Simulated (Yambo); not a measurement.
A G0W0@PBEsol run in Yambo for LiHF$_{2}$ (space group R-3m, No. 166) (6×6×6 Γ-centred k mesh, 76 bands and a 10 Ry block in the screening, 76 bands in G with the Bruneval-Gonze terminator, plasmon pole fitted at 27.2 eV) gives these matrix elements, in eV, at the band edges (Z → Γ):

```
state               E0    <Vxc>     <Σx>  <Σc(E0)>      Z
---------------  -----  -------  -------  --------  -----
valence edge     0.000  -22.858  -30.977     4.479  0.833
conduction edge  8.143  -10.286   -5.848    -2.776  0.901
```

### Question
Solve the linearised quasiparticle equation for both states, give the gap, and say how exchange and correlation each act on it.

### Answer
E = E0 + Z(Σx + Σc − Vxc). Valence: 0.000 + 0.833 × (-30.977 + (4.479) − (-22.858)) = -3.03 eV. Conduction: 8.143 + 0.901 × (-5.848 + (-2.776) − (-10.286)) = 9.64 eV. The gap is 12.67 eV, against 8.14 eV in PBEsol. Replacing Vxc by bare exchange alone would open it by 12.56 eV; correlation takes back 7.26 eV of that, and Z scales what is left. Convergence of the G0W0 settings was not tested. 

Geometry relaxed with PBE+D3(BJ); primitive cell a = b = c = 4.716 Å, α = β = γ = 36.94°.

The structure is a Materials Project entry; no match was found in the copy of COD used, and its stability was not checked.
